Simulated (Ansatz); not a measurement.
The start is a randomly generated symmetric cell of Al2O3 (space group No. 221). The structure is fully relaxed (lattice and positions, P = 0) with PBEsol (plane waves to 420 eV, PAW, scalar-relativistic; Ansatz, a program for electronic structure). First-step values are on the input's coarse k-mesh.

Ansatz input (later rounds restart from its end on a renewed k-mesh):
Ansatz 0.2 input:
```yaml
crystal:
  lattice:
    - [3.6344699, 0, 0]
    - [0, 3.6344699, 0]
    - [0, 0, 3.6344699]
  atoms:
    - { symbol: Al, position: [0.5, 0.5, 0.5] }
    - { symbol: Al, position: [0, 0, 0] }
    - { symbol: O, position: [0.5, 0, 0] }
    - { symbol: O, position: [0, 0.5, 0] }
    - { symbol: O, position: [0, 0, 0.5] }
basis: { ecutwfc: 420, ecutrho_ratio: 4, xc_grid: 2, fft_grid_basis: typed }
kpoints: { mp_grid: { grid: [6, 6, 6] } }
hamiltonian:
  xc: pbesol
  dispersion: none
  pseudopotentials: { azcp: { folder: ./paw }, kind: paw }
scf: { occupations: { method: fermi_dirac, width: 0.05 } }
relax: { f_tol: 0.01, max_steps: 100, cell: { stress_tol: 0.02 } }
output: { forces: true, stress: true }
```

Initial pressure: -7 GPa (negative: the cell is under tension)
Energy released: 0.01 eV/atom
Volume change: -3.6 %, from 9.60 to 9.26 Å³/atom
Band gap at the end: no gap (metallic)
Optimiser moves: 8

It ends as:

Space group Pm-3m (No. 221); a = b = c = 3.5909 Å, α = β = γ = 90.00°

| atom | site | symmetry | x | y | z |
|---|---|---|---|---|---|
| Al | 1b | m-3m | 0.5000 | 0.5000 | 0.5000 |
| Al | 1a | m-3m | 0.0000 | 0.0000 | 0.0000 |
| O | 3d | 4/mm.m | 0.0000 | 0.0000 | 0.5000 |

Final values are on a 13×13×13 k-mesh of the relaxed cell. No spin polarisation in the result.

The run could not lose the symmetry of its start, so the end can be a saddle point.

All atoms sit on sites fixed by symmetry, so only the cell could relax.

The relaxed structure here is a generated cell of Al2O3: the first start was made by a random draw of sites in a space group, and the end was not matched to a known phase here, so it may be hypothetical. Known forms of Al2O3 include space group No. 167.
